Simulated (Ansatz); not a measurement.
MgCu$_{4}$Sn:
```cif
data_Cu16Mg4Sn4
_chemical_formula_sum 'Cu16 Sn4 Mg4'
_space_group_name_H-M_alt 'F-43m'
_space_group_IT_number 216
_space_group_name_Hall 'F -4 2 3'
_cell_length_a 6.98936
_cell_length_b 6.98936
_cell_length_c 6.98936
_cell_angle_alpha 90.000
_cell_angle_beta 90.000
_cell_angle_gamma 90.000
loop_
_atom_site_label
_atom_site_type_symbol
_atom_site_symmetry_multiplicity
_atom_site_Wyckoff_symbol
_atom_site_fract_x
_atom_site_fract_y
_atom_site_fract_z
_atom_site_occupancy
Cu1 Cu 16 e 0.62448 0.62448 0.62448 1
Sn1 Sn 4 a 0.00000 0.00000 0.00000 1
Mg1 Mg 4 c 0.25000 0.25000 0.25000 1
```
(The calculation used a cell of 6 atoms; values per cell refer to that cell.)

Relaxed with r²SCAN.

### Question
Tabulate the valence density and the electron localisation function along the shortest Sn–Mg contact (3.03 Å), DFT-r²SCAN in the program Ansatz with PAW potentials.

### Answer


```csv
distance from Sn (Å),density (e/Å³),ELF
0.30,10.78,0.00
0.45,6.37,0.03
0.61,3.23,0.13
0.76,1.51,0.24
0.91,0.73,0.29
1.06,0.41,0.30
1.21,0.28,0.34
1.36,0.20,0.42
1.51,0.17,0.44
1.66,0.14,0.38
1.82,0.12,0.22
1.97,0.12,0.06
2.12,0.15,0.04
2.27,0.33,0.12
2.42,1.61,0.36
2.57,6.40,0.43
2.72,16.01,0.34
```

The density is the valence pseudo-density with augmentation charge, so density and ELF within about 1 Å of a nucleus are not all-electron values.

The workflow started from an entry of the Crystallography Open Database (COD). Its standing as an ambient phase is unchecked. Symmetry was held in the r²SCAN relaxation; its stability against distortions is not shown here. The run is not spin-polarised. Spin–orbit coupling is left out wherever it is not named.

Potentials: the later of the program's two PAW sets.
